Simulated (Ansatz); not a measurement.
BiB:
```
BiB
1.0
    0.00000     2.70518     2.70518
    2.70518     0.00000     2.70518
    2.70518     2.70518     0.00000
Bi B
1 1
Direct
  0.75000   0.75000   0.75000
  0.00000   0.00000   0.00000
```

Tensor components refer to the Cartesian frame of this cell.

Question: Give the proper piezoelectric stress tensor with relaxed ions from plane-wave PAW LDA (Ansatz code).

Answer: In C/m², rows x, y, z, Voigt columns; mesh uncertainty up to 0.02.
```
0.00  0.00  0.00  0.14  0.00  0.00
0.00  0.00  0.00  0.00  0.14  0.00
0.00  0.00  0.00  0.00  0.00  0.14
```

The elastic tensor of the same run (GPa):

```
 153  54.1  54.1   0.0   0.0   0.0
54.1   153  54.1   0.0   0.0   0.0
54.1  54.1   153   0.0   0.0   0.0
 0.0   0.0   0.0  82.6   0.0   0.0
 0.0   0.0   0.0   0.0  82.6   0.0
 0.0   0.0   0.0   0.0   0.0  82.6
```

Question: Convert to strain constants d = e·S.

Answer: In pC/N:
```
0.0  0.0  0.0  1.7  0.0  0.0
0.0  0.0  0.0  0.0  1.7  0.0
0.0  0.0  0.0  0.0  0.0  1.7
```

Space group F-43m (zinc blende). A made-up cell: these elements were put on the sites of a structure type; neither database checked (COD, Materials Project) lists it. Its standing as an ambient phase is unchecked. The cell was relaxed with LDA under the symmetry of its start; of distortions, only those at the zone centre were tested. Scalar-relativistic: spin–orbit coupling is off unless named, which matters more the heavier the elements.

Potentials: the later of the program's two PAW sets.
